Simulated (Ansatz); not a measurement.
What DFT gives for Ba2NiMoC6

```xyz
10
Lattice="0.0000 4.0814 4.0814 4.0814 0.0000 4.0814 4.0814 4.0814 0.0000" Properties=species:S:1:pos:R:3 pbc="T T T"
C     2.1338    4.0814    4.0814
C     4.0814    2.1338    4.0814
C     6.0291    4.0814    4.0814
C     4.0814    6.0291    4.0814
C     4.0814    4.0814    2.1338
C     4.0814    4.0814    6.0291
Ba    2.0407    2.0407    2.0407
Ba    6.1221    6.1221    6.1221
Mo    4.0814    4.0814    4.0814
Ni    0.0000    0.0000    0.0000
```

The numbers come from plane-wave PAW DFT (Ansatz): PBE, no spin polarisation, 420 eV, 7×7×7 Γ-centred k points, fermi-dirac occupations (width 0.1 eV). Nothing was relaxed.

- Electronic structure: It is a metal, with about 12 states/eV a cell as the mean within 0.25 eV of the Fermi level, mostly C p (74 %) and Ni d (12 %).
- Forces: The largest is on C2 (and as large on other atoms): 3.22 eV/Å, components (0.00, -3.22, 0.00). It makes 180° with the line to a nearest neighbour, Mo9 at 1.95 Å, pointing away from it.
- Charges: Bader charges in e: Ba +1.30, Ni +0.70, Mo +1.58, C -0.81. In the mean Mo gives up most and C takes most.
- Contacts: C–Mo at 1.95 Å: least valence density 0.99 e/Å³ and ELF 0.41 there. C–Ni at 2.13 Å: least valence density 0.53 e/Å³ and ELF 0.35 there. Ba–C at 2.89 Å: least valence density 0.18 e/Å³ and ELF 0.12 there. These are pseudo-fields; inside the PAW spheres they differ from the all-electron ones.
- Formation energy: 1.55 eV an atom against the elements' usual phases (free molecules for gases, crystals otherwise, with no correction for O₂ or N₂), so at this geometry it isn't bound against them. Relaxing would lower it.

Origin: a known structure type with other elements, at an estimated volume, so it need not be a known compound. Caveats: no spin polarisation, so a magnetic state may lie lower; atoms or cell far from equilibrium.
